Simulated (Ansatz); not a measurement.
In PBEsol (plane waves, PAW; program Ansatz), SiC in the hexagonal phase (P6_422; Si on 3c, C on 3d) relaxes to a = 3.066 Å, c = 7.031 Å. Against the elements it lies at 0.27 eV/atom, with no fitted shifts.

It is gapped at this level: 0.77 eV (indirect). The valence maximum lies at Γ and the conduction minimum at M (3 equivalent valleys). The screened hybrid HSE06 puts the gap at 1.63 eV. The electron mass is 0.17, 0.45, 0.88 mₑ (principal values). The hole mass is 0.38, 0.38, 3.5 mₑ (principal values).

An equation-of-state fit gives a bulk modulus of 230 GPa. The relaxed-ion elastic constants in GPa are C11 = 453, C12 = 91.0, C13 = 105, C33 = 607, C44 = 201. The elastic constants imply a Debye temperature near 1160 K. Perturbation theory gives ε∞ = 11.3 (xx = yy), 11.4 (zz). Letting the ions move raises it to ε0 = 23.5 (xx = yy), 17.4 (zz). Born charges are Si +3.24, C -3.24 e. The phonon dispersion is stable (no imaginary branch). Without the LO–TO term the highest mode at Γ lies at 25.09 THz.

The start of the workflow was typed in or built on a structure type; neither database checked (COD, Materials Project) lists it. It is not the phase usual at ambient conditions (space group No. 186, 216). The cell was relaxed with PBEsol under the symmetry of its start. Its formation energy is positive at this level, so the cell may be metastable or incomplete. The references are the lowest solids computed at this level, not always the standard phases.

Potentials: the later of the program's two PAW sets.
